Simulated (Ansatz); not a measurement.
MoRu (rock salt, Fm-3m) at seven volumes, plane-wave PAW r²SCAN (Ansatz code), scaled uniformly. One row is withheld.

```tsv
V (Å³/atom)	P (GPa)
14.839	26.68
15.329	16.33
15.818	7.51
16.307	0.00
16.796	-6.38
17.286	-11.80
17.775	?
```

Task: Fit the shown pressures and predict the withheld one.

Result: P = (3/2)B₀(x^(7/2) − x^(5/2))[1 + (3/4)(B′ − 4)(x − 1)] with x = (V₀/V)^(2/3). Least squares on the six rows gives V₀ = 16.308 Å³/atom, B₀ = 230 GPa, B′ = 4.35. At V = 17.775, x = 0.9442 and P = -16.43 GPa. The run itself gave -16.39 GPa.

The start of the workflow was typed in or built on a structure type; neither database checked (COD, Materials Project) lists it. Its standing as an ambient phase is unchecked. Symmetry was held in the r²SCAN relaxation. At this level the phase is mechanically unstable. No spin polarisation was allowed. Its formation energy is positive at this level, so the cell may be metastable or incomplete.

Potentials: the earlier of the program's two PAW sets.
